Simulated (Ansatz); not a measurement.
Values for one crystal, relaxed and computed with r²SCAN (plane waves, PAW; program Ansatz); other levels are named.

```yaml
volume_per_atom: 31.44 Å³
band_gap: 0.60 eV (indirect)
Young's modulus: 48.2 GPa
Poisson's ratio: 0.32
hole_effective_mass: 0.28, 0.28, 0.50 mₑ (principal values)
conduction_band_minimum: at Γ
hill_bulk_and_shear_moduli: 45.2 and 18.2 GPa
```

Which of these materials gives this?
(A) TeO2, fluorite
(B) CdTe, P6_422 (Cd on 3c, Te on 3d)
(C) SrTe, rock salt
(D) RbCeTe2, R-3m (Rb on 3b, Ce on 3a, Te on 6c)

B, CdTe, P6_422 (Cd on 3c, Te on 3d)

The first step of the workflow began from a Materials Project structure, measured or hypothetical; the Crystallography Open Database copy checked does not list it. It is not the phase usual at ambient conditions (space group No. 216). Symmetry was held in the r²SCAN relaxation; whether a distortion lowers the energy is not shown. Point labels and valley counts follow the cell and symmetry of the run, lower than the named group. Spin–orbit coupling is left out wherever it is not named.

Potentials: the later of the program's two PAW sets.
